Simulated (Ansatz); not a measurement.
AlInSb₂:
```xyz
4
Lattice="4.4979 0.0000 0.0000 0.0000 4.4979 0.0000 0.0000 0.0000 6.3583" Properties=species:S:1:pos:R:3 pbc="T T T"
Al     0.0000     0.0000     0.0000
In     2.2490     2.2490     3.1791
Sb     0.0000     2.2490     1.4826
Sb     2.2490     0.0000     4.8756
```

DFT-r²SCAN in the program Ansatz with PAW potentials gives a gap of 0.95 eV without spin–orbit coupling, maximum at Γ, minimum at Γ.

**Question.** What happens when spin–orbit coupling is switched on?

**Answer.** The gap decreases by 0.22 eV, to 0.73 eV; maximum at Γ, minimum at Γ.

**Question.** Give the electron effective mass with spin–orbit coupling.

**Answer.** 0.052, 0.052, 0.078 mₑ (principal values).

**Question.** Give the hole effective mass with spin–orbit coupling.

**Answer.** 0.075, 0.075, 0.29 mₑ (principal values).

Space group P-4m2. The first step of the workflow began from a Materials Project structure, measured or hypothetical; the Crystallography Open Database copy checked does not list it. With Al and In taken as one species the cell has the higher symmetry F-43m, so it may be an ordered model of a mixed-site phase. Its standing as an ambient phase is unchecked. Symmetry was held in the r²SCAN relaxation; its stability against distortions is not shown here.

Potentials: the later of the program's two PAW sets.
